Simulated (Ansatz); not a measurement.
MgO (rock salt), relaxed and computed with several functionals in Ansatz (plane waves, PAW). Much of their spread follows the volume that each gives.

```csv
functional,V (Å³/atom),B₀ by P(V) fit (GPa)
HSE06,9.27,167
PBE,9.62,149
r²SCAN,9.29,167
PBEsol,9.36,?
```

Problem. Fit a straight line to ln B₀ against ln V and predict the withheld value.

Solution. Least squares on the 3 shown rows: ln B₀ = -3.16 × ln V + (12.158), with a scatter of 0 %. For PBEsol this gives 163. The run itself gave 157, outside the scatter: the line misses something about this case.

All cells were relaxed under the symmetry of their starts (and spin orders); stability against distortions was not tested throughout.

Potentials: the later of the program's two PAW sets.

Ansatz (a program for electronic structure) is a plane-wave DFT program.
